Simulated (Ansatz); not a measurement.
## Structures of Ga2Si: which is lowest?

Plane-wave DFT in Ansatz with scalar-relativistic PAW potentials, cutoff 420 eV, Γ-centred meshes chosen by cell and gap, Gaussian smearing with energies taken to zero width. Every cell was relaxed (cell and atoms) in a run of its own, within the symmetry of its start. Functional: PBE.

Relaxed structures (starts from databases or built by putting these elements on another compound's sites):
A. Pn-3m, 6 atoms in the computed cell, a = 5.412 Å; sites (symmetry × multiplicity) Ga .-3m × 4, Si -43m × 2; start: built
B. P6/mmm, 3 atoms in the computed cell, a = 4.796 Å, c = 2.685 Å; sites (symmetry × multiplicity) Ga -6m2 × 2, Si 6/mmm × 1; start: built
C. Fm-3m, 3 atoms in the computed cell, a = 6.197 Å; sites (symmetry × multiplicity) Ga -43m × 8, Si m-3m × 4; start: built
D. Pnnm, 6 atoms in the computed cell, a = 4.996 Å, b = 6.170 Å, c = 3.968 Å; sites (symmetry × multiplicity) Ga ..m × 4, Si ..2/m × 2; start: built

Rank them by energy. Could pressure change the order?

```tsv
structure	group	E − E(lowest) (meV/atom)	V (Å³/atom)	gap on mesh (eV)
C	Fm-3m	0.0	19.83	0.00
D	Pnnm	11.7	20.39	0.00
B	P6/mmm	152	17.83	0.00
A	Pn-3m	463	26.43	0.00
```

C is lowest, 12 meV/atom under D. B is denser by 2.01 Å³/atom, so pressure favours it: ΔE/ΔV, with ΔE in eV and 1 eV/Å³ = 160.2 GPa, gives about 12 GPa for equal enthalpy if both cells were rigid, a rough figure since the two compress differently. Other structures may lie lower than all of these, and vibrations aren't counted.